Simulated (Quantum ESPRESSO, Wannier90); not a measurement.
**Wannierisation of AlSb (zinc blende)**

```xyz
2
Lattice="0.0000 3.0925 3.0925 3.0925 0.0000 3.0925 3.0925 3.0925 0.0000" Properties=species:S:1:pos:R:3 pbc="T T T"
Al     0.0000     0.0000     0.0000
Sb     1.5463     1.5463     1.5463
```

Materials Project entry mp-2624; symmetrised, unrelaxed at this level. COD (Crystallography Open Database) has an entry of this formula and space group (matched by these alone). Method: PBEsol plane waves in Quantum ESPRESSO 7.5 (PseudoDojo norm-conserving files, 64 Ry, spinors with spin-orbit coupling), Bloch states on a 8×8×8 mesh through Γ, Wannier90 4.0.1. Density: 8×8×8 mesh, cold smearing 0.01 Ry.

A tight-binding model is made by disentanglement and projection with no localisation steps (num_iter = 0), so the 16 orbitals stay atom-like: hydrogen-like Al: s;p; Sb: s;p, axes along x, y, z; frozen window up to 2.44 eV relative to the valence-band maximum. It follows pw.x to 12 meV rms for states up to 1.9 eV relative to the valence-band maximum. Matrix elements depend on this choice of orbitals and windows.

Q: What are the on-site energies relative to the valence-band maximum, and how fast do the hoppings decay?

A: 
```
atom                 orbitals  energy (eV)
----  -----------------------  -----------
Al1                     s↑ s↓        -2.06
Al1   pz↑ pz↓ px↑ px↓ py↑ py↓         2.24
Sb2                     s↑ s↓        -6.97
Sb2   pz↑ pz↓ px↑ px↓ py↑ py↓         0.49
```

```
distance of the centres (Å)  largest modulus (eV)
---------------------------  --------------------
2–3                                           1.4
4–5                                          0.37
5–6                                         0.056
6–7                                          0.12
7–8                                         0.038
8–9                                         0.031
9–10                                       0.0070
10–11                                       0.020
11–12                                      0.0078
12–13                                      0.0033
```

Effective spin-orbit constants λ of λ L·S, from the same-site elements px↑–py↑ (λ/2) and dx2-y2↑–dxy↑ (λ), where they are among the larger elements: Sb2 p 0.44 eV.
